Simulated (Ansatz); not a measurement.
**AlSe2: settings compared (Ansatz)**

input.yaml:

```yaml
crystal:
  lattice:
    - [2.039002, 3.531656, 0.0]
    - [-2.039002, 3.531656, 0.0]
    - [0.0, 0.0, 4.649968]
  atoms:
    - { symbol: Al, position: [0.0, 0.0, 0.0] }
    - { symbol: Se, position: [0.3333, 0.3334, 0.5] }
    - { symbol: Se, position: [0.6666, 0.6667, 0.5] }
  symmetry: { tolerance: 0.0003 }
kpoints:
  mp_grid: { grid: [5, 5, 4], shift: [0, 0, 0] }
magnetization:
  spin_polarized: false
scf:
  occupations: { method: gaussian, width: 0.0664 }
hamiltonian:
  pseudopotentials: { kind: paw }
  xc: r2scan
basis:
  ecutwfc: 500
output:
  forces: true
  stress: true
  eigenvalues: true
relax:
  max_steps: 40
  cell: {}
```

Launch command:

```bash
ansatz run input.yaml --threads 1 --pin off --max-ram 2560MiB --backend cpu --events-out ev --progress --plain --runs-dir out
```

Origin of the cell: a known structure type with other elements, at an estimated volume, so it need not be a known compound.

Output of this run (shortened):

```
SCF iter   1: F=—  HF=-11493.496563 eV  Δρ=5.22e-3  dr2=2.88e-2  dr2_τ=8.15e-3
SCF iter   2: F=—  HF=-11493.522102 eV  Δρ=3.73e-3  dr2=1.53e-2  dr2_τ=5.96e-5  defer=5
SCF iter   3: F=—  HF=-11493.520077 eV  Δρ=8.00e-4  dr2=6.49e-4  dr2_τ=2.09e-5  defer=5
SCF iter   4: F=—  HF=-11493.520180 eV  Δρ=4.40e-4  dr2=1.17e-4  dr2_τ=2.43e-6  defer=5
SCF iter   5: F=—  HF=-11493.520234 eV  Δρ=1.32e-4  dr2=1.93e-5  dr2_τ=7.15e-7  defer=5
SCF iter   6: F=—  HF=-11493.520232 eV  Δρ=2.36e-5  dr2=4.34e-7  dr2_τ=4.17e-9  defer=5
SCF iter   7: F=-11493.520232 eV  HF=-11493.520232 eV  Δρ=3.12e-6  dr2=9.24e-9  dr2_τ=1.17e-10
relax step   1: F+E_penalty+E_count = -11493.520232 eV  Δ(F+E_penalty+E_count) = +0.000e0 eV  max|allowed force component| = 3.084e-17 eV/Å  Δτ_max = 0.0000 Å  P = +16.215 GPa  Ω = 66.969 Å³ […]
relax step   2: F+E_penalty+E_count = -11494.232065 eV  Δ(F+E_penalty+E_count) = -7.118e-1 eV  max|allowed force component| = 8.018e-17 eV/Å  Δτ_max = 0.0000 Å  P = +6.996 GPa  Ω = 73.131 Å³ […]
relax step   3: F+E_penalty+E_count = -11494.574676 eV  Δ(F+E_penalty+E_count) = -3.426e-1 eV  max|allowed force component| = 8.943e-17 eV/Å  Δτ_max = 0.0000 Å  P = +2.643 GPa  Ω = 77.275 Å³ […]
relax step   4: F+E_penalty+E_count = -11494.845919 eV  Δ(F+E_penalty+E_count) = -2.712e-1 eV  max|allowed force component| = 1.850e-17 eV/Å  Δτ_max = 0.0000 Å  P = -0.523 GPa  Ω = 78.550 Å³ […]
relax step   5: F+E_penalty+E_count = -11495.005166 eV  Δ(F+E_penalty+E_count) = -1.592e-1 eV  max|allowed force component| = 1.773e-17 eV/Å  Δτ_max = 0.0000 Å  P = -2.097 GPa  Ω = 76.795 Å³ […]
[… 5 lines left out …]
relax step  11: F+E_penalty+E_count = -11495.277579 eV  Δ(F+E_penalty+E_count) = +7.641e-3 eV  max|allowed force component| = 1.773e-17 eV/Å  Δτ_max = 0.0000 Å  P = -0.783 GPa  Ω = 64.935 Å³ […]
relax step  12: F+E_penalty+E_count = -11495.288674 eV  Δ(F+E_penalty+E_count) = -3.454e-3 eV  max|allowed force component| = 1.927e-17 eV/Å  Δτ_max = 0.0000 Å  P = -0.073 GPa  Ω = 64.561 Å³ […]
relax step  13: F+E_penalty+E_count = -11495.288854 eV  Δ(F+E_penalty+E_count) = -1.791e-4 eV  max|allowed force component| = 3.778e-17 eV/Å  Δτ_max = 0.0000 Å  P = -0.022 GPa  Ω = 64.427 Å³ […]
relax step  14: F+E_penalty+E_count = -11495.288868 eV  Δ(F+E_penalty+E_count) = -1.418e-5 eV  max|allowed force component| = 1.927e-17 eV/Å  Δτ_max = 0.0000 Å  P = +0.004 GPa  Ω = 64.417 Å³ […]
relax step  15: F+E_penalty+E_count = -11495.289609 eV  Δ(F+E_penalty+E_count) = -7.408e-4 eV  max|allowed force component| = 1.927e-17 eV/Å  Δτ_max = 0.0000 Å  P = +0.010 GPa  Ω = 64.417 Å³  stress off target by 2.86e-2 GPa […]
SCF 15 converged in 7 iterations: F = -11495.289609 eV  dr2 = 2.82e-11
basis re-selected at this cell: Δ(F+E_penalty+E_count) = -7.408e-4 eV, ΔP = +0.006 GPa vs the last step (what re-selecting the basis moved, of the pressure what is left beyond the Pulay corre […]
SCF converged after 7 iterations
Free energy (F): -11495.289609 eV
Harris-Foulkes:  -11495.289609 eV  (|F-HF|=3.64e-12)
Internal energy: -11495.286556 eV  (E = F + TS)
E sigma→0 (E₀):  -11495.288082 eV
Entropy (-TS):   -0.003053 eV (-1.018 meV/atom)
Fermi energy:    8.774113 eV
--- Per-component energies (eV) ---
  E_band       = -772.053673
  E_kinetic    = 253.610506
  E_local      = -5156.039331  (includes V_loc(G=0)·N_el)
  E_nonlocal   = -1177.309628
  E_hartree    = 2563.680053
  E_xc         = -230.048983
  E_vxc        = -239.196922  (∫ρ·V_xc dr)
  E_paw        = -4324.218682  (= ΣΔE_a)
  E_vpaw       = 407.476172  (= ΣTr[D̂ρ^β])
  E_aug_tail   = -0.000419  (compensation charges beyond the density's cutoff)
  E_vtau       = 12.045940  (kinetic-family band-sum trace: ∫τ·v_τ [+ j·A + Jᵃ·Aᵃ] dr)
  E_ewald      = -3421.370424
  E_core_change = -3.589649  (= ΣΔE_core)
  E_smearing   = -0.003053  (= −TS)
  Σ components = -11495.289609   (vs F -11495.289609, Δ=0.00e0)
--- Forces (eV/Å), atoms counted from 1 ---
  atom   1  Al     0.000000     0.000000     0.000000
  atom   2  Se     0.000000     0.000000     0.000000
  atom   3  Se     0.000000    -0.000000     0.000000
  max |Σ_I F_I| component: 2.31e-17 eV/Å
--- Stress (GPa, compression-positive) ---
        0.028560      -0.000000       0.000000
        0.000000       0.028560       0.000000
        0.000000       0.000000      -0.027025
  P = ⅓ Tr σ = 0.0100 GPa (0.100 kbar)
--- Relaxed structure (14 steps of the walk, 13 accepted, 1 SCFs on fresh bases) ---
  F+E_penalty+E_count = -11495.289609 eV   max|allowed force component| = 1.927e-17 eV/Å   (the final SCF, on the basis selected at the relaxed cell)
  cell:  # Å, volume = 64.4173 Å³
    - [2.374046, 4.111968, 0.0]
    - [-2.374046, 4.111968, 0.0]
    - [0.0, 0.0, 3.299391]
  atoms:
    - { symbol: Al, position: [-3.392e-17, -1.097e-17, 0.0] }
    - { symbol: Se, position: [0.333333, 0.333333, 0.5] }
    - { symbol: Se, position: [0.666667, 0.666667, 0.5] }
```

The same input was run again with these changes:

1. `kpoints.mp_grid.grid` [5, 5, 4] → [2, 2, 2]; `hamiltonian.pseudopotentials` { kind: paw } → { kind: paw, source: jth }
2. `scf.n_extra_bands` default → 2; `basis.ecutwfc` 500 → "350 eV"
3. `scf.n_extra_bands` default → 4
4. `hamiltonian.xc` r2scan → pbesol

```tsv
run	end	SCF iterations	volume (Å³/atom)	max force component (eV/Å)	moment (μB)	ΔE(σ→0) (meV/atom)
base	converged	93	21.47	0.000	–	0
1	converged	45	27.78	0.000	–	–
2	converged	113	21.77	0.000	–	4.66
3	converged	93	21.47	0.000	–	0.00
4	converged	72	20.46	0.000	–	–
```

Energies are compared only where functional, datasets, charge and starting cell are the same.

Not properties of the system: run 1 (too coarse or loose: `kpoints.mp_grid.grid` = [2, 2, 2]), run 2 (too coarse or loose: `scf.n_extra_bands` = 2, `basis.ecutwfc` = "350 eV").

Caveats of the base run: no moments, though an odd count or open d shells may carry them; the k mesh is coarse if the cell is a metal; the relaxation held the start's symmetry, so the end may be a saddle point.

Run 1: no dispersion correction, so spacings can come out too large where layers or molecules are weakly bound; the cutoff lies below the datasets' advice.
Run 2: the cutoff lies below the datasets' advice.

The base run ran for 58 s on 1 thread of Arm Neoverse V2 (shared host), peak memory 0.46 GiB, from the program's own first density.
